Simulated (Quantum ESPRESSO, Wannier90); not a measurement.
**CdTe (zinc blende): Wannier90 run**

Cell from Materials Project (mp-406), symmetrised, no further relaxation. COD (Crystallography Open Database) has the formula in 2 space groups, this one among them (matched by group alone). Method: PBEsol plane waves in Quantum ESPRESSO 7.5 (PseudoDojo norm-conserving files, 82 Ry, spinors with spin-orbit coupling), Bloch states on a 6×6×6 mesh through Γ, Wannier90 4.0.1. Density: 8×8×8 mesh, Gaussian smearing 0.01 Ry. With spin-orbit coupling a semilocal functional can close or falsely invert a small gap; the band order was not checked against a better method. The gap is small at this level and was sampled on the meshes and a path alone.

On the energy scale of pw.x, whose zero is arbitrary, the valence-band maximum lies at 7.25 eV.

Isolated groups of bands, relative to the valence-band maximum (bands from 37 on overlap up to the last one computed):

```tsv
bands	from (eV)	to (eV)	filling	weight on atomic waves
1–2	-102.16	-102.16	filled	Cd 4s 100 %
3–4	-67.32	-67.32	filled	Cd 4p 100 %
5–8	-61.47	-61.47	filled	Cd 4p 100 %
9–12	-37.04	-37.04	filled	Te 4d 100 %
13–18	-35.57	-35.57	filled	Te 4d 100 %
19–20	-11.27	-10.78	filled	Te 5s 80 %, Cd 4d 12 %, Cd 5s 8 %
21–30	-8.72	-7.46	filled	Cd 4d 96 %
31–36	-4.55	0.00	filled	Te 5p 80 %, Cd 5s 12 %
```

Input w.win:

```
num_bands = 34
num_wann = 16
exclude_bands = 1-18,21-30
spinors = true
num_iter = 1000
conv_tol = 1.0e-6
conv_window = 4
dis_num_iter = 1000
dis_conv_tol = 1.0e-6
dis_froz_max = 1.78
write_hr = true
write_u_matrices = true
begin projections
f=-0.00074,-0.01066,0.00055: s;p
f=-0.25601,-0.25057,-0.25603: s;p
end projections
begin unit_cell_cart
ang
    0.0000000000    3.2821150000    3.2821150000
    3.2821150000    0.0000000000    3.2821150000
    3.2821150000    3.2821150000    0.0000000000
end unit_cell_cart
begin atoms_frac
Cd   0.0000000000  0.0000000000  0.0000000000
Te  -0.2500000000 -0.2500000000 -0.2500000000
end atoms_frac
mp_grid = 6 6 6
begin kpoints
0.0000000000 0.0000000000 0.0000000000
0.0000000000 0.0000000000 0.1666666667
0.0000000000 0.0000000000 0.3333333333
... (213 more lines: the 6x6x6 mesh through Gamma)
end kpoints
```

The run ends without an error message, but its bands miss those of pw.x by 167 meV rms and 0.37 eV at worst (states up to 1.3 eV relative to the valence-band maximum).

Q: What is the mistake?

A: Window typed relative to the reference level, not as an absolute energy. With that mended (16 functions from bands 19-20,31-62 of the 62 computed, start hydrogen-like Cd: s;p; Te: s;p, centres 0.05 Å off the atoms, frozen window up to 1.78 eV relative to the valence-band maximum, outer window open) the misfit is 4.2 meV rms.
